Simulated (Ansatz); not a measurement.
Cr₂Co:
```xyz
6
Lattice="0.0000 3.2631 3.2631 3.2631 0.0000 3.2631 3.2631 3.2631 0.0000" Properties=species:S:1:pos:R:3 pbc="T T T"
Co     3.2631     3.2631     3.2631
Co     4.8946     4.8946     4.8946
Cr     0.8158     0.8158     0.8158
Cr     0.8158     2.4473     2.4473
Cr     2.4473     2.4473     0.8158
Cr     2.4473     0.8158     2.4473
```
Starting moments (μB, in the order of the atoms Co Co Cr Cr Cr Cr): -0.7 -0.7 0.0 0.0 0.0 0.0.

Relaxed with PBE.

Which orbitals make up the states near the Fermi level in the program Ansatz at the PBE level (PAW)?

Within 0.5 eV of the Fermi level: Cr 3d 54 %, Co 3d 42 %. Projections are on Löwdin-orthogonalised atomic valence shells; empty p or d shells of many metals are not among them.

Tabulate the density of states.

States/eV per cell of 6 atoms, in 0.25 eV bins, energy from the Fermi level.

```tsv
E (eV)	total	Cr 3d	Co 3d	Cr 4s
-7.85	0.12	0.00	0.00	0.08
-7.60	0.24	0.00	0.00	0.16
-7.35	0.32	0.00	0.00	0.21
-7.10	0.39	0.00	0.00	0.25
-6.85	0.46	0.01	0.00	0.28
-6.60	0.54	0.02	0.00	0.32
-6.35	0.61	0.03	0.01	0.35
-6.10	0.70	0.04	0.01	0.38
-5.85	0.79	0.07	0.01	0.41
-5.60	0.96	0.11	0.02	0.45
-5.35	1.21	0.32	0.04	0.44
-5.10	1.79	0.75	0.06	0.48
-4.85	2.76	1.48	0.13	0.57
-4.60	3.83	2.20	0.31	0.60
-4.35	5.03	3.09	0.60	0.55
-4.10	2.79	1.65	0.45	0.33
-3.85	5.25	3.08	1.35	0.63
-3.60	6.76	4.14	1.79	0.69
-3.35	7.16	4.88	1.70	0.42
-3.10	6.60	4.43	1.71	0.32
-2.85	5.86	3.58	1.87	0.26
-2.60	10.93	5.90	4.41	0.32
-2.35	15.29	7.59	6.89	0.35
-2.10	15.35	8.28	6.08	0.45
-1.85	14.63	6.55	6.63	0.69
-1.60	10.59	5.82	3.40	0.65
-1.35	5.95	2.38	3.15	0.23
-1.10	10.86	3.76	6.73	0.21
-0.85	6.34	2.56	3.57	0.13
-0.60	11.48	4.32	6.80	0.21
-0.35	6.99	3.69	3.05	0.14
-0.10	6.10	3.40	2.50	0.11
0.15	6.25	3.42	2.51	0.20
0.40	7.30	4.08	2.74	0.31
0.65	6.77	4.22	2.01	0.35
0.90	9.87	7.17	2.20	0.31
1.15	15.68	12.96	2.24	0.27
1.40	4.95	3.98	0.65	0.18
1.65	13.80	11.93	1.18	0.50
1.90	9.44	8.01	0.79	0.46
2.15	3.14	2.51	0.19	0.29
2.40	2.99	2.36	0.13	0.30
2.65	3.78	2.72	0.14	0.43
```

Space group Fd-3m (cubic Laves (MgCu2 type)). The workflow started from an entry of the Crystallography Open Database (COD). Whether it is the stable phase at ambient conditions was not checked. Symmetry was held in the PBE relaxation; its stability against distortions is not shown here. Magnetic state: ferromagnetic, chosen from 5 collinear starts compared on coarse meshes (ties went to the first, and starts can fall back to one state), not a proven ground state. The volume moved by -52 % from the start of the relaxation. Its formation energy is positive at this level, so the cell may be metastable or incomplete. The volume fell by over 15 % from the filed cell, which may lack light atoms or belong to other conditions.

Potentials: the later of the program's two PAW sets.
